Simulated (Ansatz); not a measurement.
Be:
```xyz
2
Lattice="2.2612 0.0000 0.0000 -1.1306 1.9583 0.0000 0.0000 0.0000 3.5686" Properties=species:S:1:pos:R:3 pbc="T T T"
Be     0.0000     1.3055     2.6764
Be     1.1306     0.6528     0.8921
```

Relaxed with r²SCAN. Special points in fractions of this cell's reciprocal vectors: Γ (0.000, 0.000, 0.000); M (0.500, 0.000, 0.000); K (0.333, 0.333, 0.000); A (0.000, 0.000, 0.500); L (0.500, 0.000, 0.500); H (0.333, 0.333, 0.500).

Q: List the band energies nearest the Fermi level at these points for plane-wave PAW r²SCAN (Ansatz code).

A: In eV from the Fermi level; about four levels below and three above (degenerate sets whole), none deeper than 8.9 eV; … stands for higher levels left out; points with the same levels are listed once.

| k | below | above |
|---|---|---|
| Γ | -4.82 | 0.97 … |
| M | -5.43 -3.41 | 3.88 6.72 … |
| K | -2.75 -1.11 -1.11 | … |
| A | – | 11.30 11.30 … |
| L | -3.90 -3.90 | 1.51 1.51 … |
| H | -1.20 -1.20 | 0.27 0.27 … |

Space group P6_3/mmc (hcp (Mg type)). The r²SCAN relaxation kept the symmetry of its start; of distortions, only those at the zone centre were tested.

Potentials: the earlier of the program's two PAW sets.
